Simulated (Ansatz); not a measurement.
## K₂TeBr₆ squeezed and stretched

A database entry relaxed whole under r2SCAN (Fm-3m):

```
K Te Br
1.0
     0.00000    5.38117    5.38117
     5.38117    0.00000    5.38117
     5.38117    5.38117    0.00000
K Te Br
2 1 6
Direct
  0.25000 0.25000 0.25000
  0.75000 0.75000 0.75000
  0.00000 0.00000 0.00000
  0.74837 0.25163 0.25163
  0.25163 0.74837 0.25163
  0.25163 0.74837 0.74837
  0.74837 0.25163 0.74837
  0.25163 0.25163 0.74837
  0.74837 0.74837 0.25163
```

The cell was scaled uniformly, its shape held, and the atoms relaxed at each volume with plane-wave PAW DFT (Ansatz 0.2.0; r2SCAN, 500 eV, 6×6×6 Γ-centred mesh, fermi-dirac occupations of width 0.020 eV; no spin, no spin-orbit coupling). One row is withheld.

```
volume (Å³/atom)  energy over the lowest (meV/atom)  pressure (GPa)  gap over mesh and path (eV)
          32.550                                6.8            1.11                        1.947
          33.242                                3.0            0.68                        1.994
          33.935                                0.8            0.33                        2.041
          34.627                                0.0            0.04                        2.087
          35.320                                  ?               ?                            ?
          36.012                                1.9           -0.45                        2.169
          36.705                                4.3           -0.64                        2.207
```

Task: Fit the pressures of the other rows to the third-order Birch-Murnaghan form.

Result: With f = [(V₀/V)^(2/3) − 1]/2 and P = 3B₀f(1 + 2f)^(5/2)[1 + 3(B₀′ − 4)f/2], least squares gives V₀ = 34.70 Å³ an atom, B₀ = 13.9 GPa and B₀′ = 7.0; the rows miss the fit by less than 0.01 GPa. The slope of the energies differs from these pressures by less than 0.05 GPa.

Task: How does the gap move with volume?

Result: A parabola in ln(V/V₀) through the other rows has the slope dE_g/d ln V = +2.2 eV at V₀, so by B₀ the gap moves by -155 meV a GPa: it narrows under pressure.

Task: What does the withheld row hold?

Result: The fit gives -0.23 GPa at 35.320 Å³; the run gave -0.23 GPa and 0.5 meV an atom. Its gap is 2.127 eV, against 2.128 eV from the parabola.

Caveats: the shape of the cell was held; 0 K, fixed nuclei; the symmetry was kept, and this need not be the phase that is stable at 0 K; one mesh for all volumes; r2SCAN gaps lie as a rule under measured ones; the slope of the gap can be off by tens of per cent, more where shallow d levels or spin-orbit coupling act on the edges; no spin-orbit coupling, which narrows gaps of heavier elements; pressure is positive in compression.
